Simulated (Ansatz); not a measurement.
The relaxed structure here is a generated cell of TiSi2: the first start was made by placing the elements on the sites of a structure type, and the end was not matched to a known phase here, so it may be hypothetical. Known forms of TiSi2 include space group No. 63, 70.

A relaxed structure of TiSi$_{2}$. Method: r2SCAN (plane waves to 500 eV, PAW, scalar-relativistic; Ansatz, a first-principles code).

```
CELL_PARAMETERS angstrom
      5.77599     0.00000     0.00000
      0.00000     3.52535     0.00000
      0.00000     0.00000     8.51008
ATOMIC_POSITIONS crystal
  Ti 0.66832 0.25000 0.62409
  Ti 0.16832 0.25000 0.87591
  Ti 0.33168 0.75000 0.37591
  Ti 0.83168 0.75000 0.12409
  Si 0.62952 0.25000 0.93575
  Si 0.12952 0.25000 0.56425
  Si 0.37048 0.75000 0.06425
  Si 0.87048 0.75000 0.43575
  Si 0.65017 0.25000 0.31132
  Si 0.15017 0.25000 0.18868
  Si 0.34983 0.75000 0.68868
  Si 0.84983 0.75000 0.81132
```

Find the space group and the Wyckoff positions (tolerance 0.01 Å).

Space group Pnma (No. 62); a = 5.7760 Å, b = 3.5254 Å, c = 8.5101 Å, α = β = γ = 90.00°

```json
[
 {"atom": "Ti", "site": "4c", "symmetry": ".m.", "x": "0.1683", "y": "0.2500", "z": "0.8759"},
 {"atom": "Si", "site": "4c", "symmetry": ".m.", "x": "0.1295", "y": "0.2500", "z": "0.5643"},
 {"atom": "Si", "site": "4c", "symmetry": ".m.", "x": "0.1502", "y": "0.2500", "z": "0.1887"}
]
```

Give the shortest distances between elements (the closest pairs, up to four, under 3.6 Å).

Si–Si 2.42 Å; Si–Ti 2.60 Å; Ti–Ti 3.37 Å.

| Item | Result |
|---|---|
| Volume per atom | 14.44 Å³ |
| Density | 3.99 g/cm³ |
| Band gap | zero (metallic) |

No spin polarisation in the result.

The run could not lose the symmetry of its start: the end is stationary, and may be a saddle point rather than a minimum.
